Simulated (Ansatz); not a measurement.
## Ag (fcc, Cu type), scan of one atom of the cell

Starting cell, Ag (fcc, Cu type):

```
CELL_PARAMETERS angstrom
      4.14857     0.00000     0.00000
      0.00000     4.14857     0.00000
      0.00000     0.00000     4.14857
ATOMIC_POSITIONS crystal
  Ag 0.00000 0.00000 0.00000
  Ag 0.50000 0.50000 0.00000
  Ag 0.50000 0.00000 0.50000
  Ag 0.00000 0.50000 0.50000
```

In each cell atom 1 (Ag, nearest neighbour Ag at 2.933 Å; its periodic images, 4.1 Å or more away, move with it) moves by s·(1.000, 0.000, 0.000) (along Cartesian x), the rest being held.

Method: PBE (plane waves to 420 eV, PAW, scalar-relativistic; Ansatz, an electronic-structure program). k mesh 9×9×9 (Γ-centred), Fermi-Dirac smearing 0.05 eV. Energies are smeared free energies. Compression counts positive. With partly filled bands, energies and forces of such displacements shift with the k mesh and the smearing. F∥ is the force on the atom along that direction. On this mesh the relaxed cell isn't quite at rest: it carries a pressure of -0.1 GPa (compression positive) at the zero of the scan. Ag was relaxed with its symmetry unable to fall. ΔE is measured from the undisplaced structure.

| s (Å) | ΔE (meV/cell) | F∥ (eV/Å) | P (GPa) |
|---|---|---|---|
| -0.590 | 925 | 3.534 | 8.5 |
| -0.472 | 564 | 2.609 | 5.3 |
| -0.354 | 304 | 1.816 | 2.9 |
| -0.236 | 131 | 1.139 | 1.2 |
| -0.118 | 32 | 0.547 | 0.2 |
| 0.000 | 0 | 0.000 | -0.1 |
| 0.118 | 32 | -0.547 | 0.2 |
| 0.236 | 131 | -1.139 | 1.2 |
| 0.354 | 304 | -1.816 | 2.9 |
| 0.472 | 564 | -2.609 | 5.3 |
| 0.590 | 925 | -3.534 | 8.5 |

Derived quantities:

- Energy at s = 0.590 Å: 925 meV/cell
- Force along the line at s = -0.590 Å: 3.53 eV/Å
- Symmetry of the curve: even: the same for both signs
- Shape of the curve: a single well with its minimum at or next to zero displacement
- Force constant k = d²E/ds² at s = 0 (finite differences): 4.57 eV/Å²
- Harmonic estimate at the end of the scan: ½ks² = 796 meV/cell against the computed 925 meV/cell, so the well is stiffer than harmonic there

(A displaced cell: forces are minus the slopes of the energy, force constants its curvatures, and phonons follow from these.)
